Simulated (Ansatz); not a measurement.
Li (hcp): energy against volume

Level of theory: DFT, LDA (PW92), plane waves (420 eV) with PAW, scalar-relativistic in Ansatz 0.2.0. The PAW files were generated under PBE, with cores re-solved for the functional.

The cell is scaled uniformly from the relaxed one, with fractional coordinates and shape fixed. Energies are extrapolated to zero smearing, pressures are those at the given smearing. Magnetic state: spin not included.

A Birch-Murnaghan fit gives V₀ = 18.94 Å³/atom, B₀ = 15.1 GPa, B₀′ = 3.4.

What are the energy above the minimum and the pressure at 16.733 Å³/atom?

14.5 meV/atom and 2.33 GPa as computed.

What are the energy above the minimum and the pressure at 18.254 Å³/atom?

1.2 meV/atom and 0.62 GPa as computed.

What are the energy above the minimum and the pressure at 20.536 Å³/atom?

5.6 meV/atom and -1.04 GPa as computed.
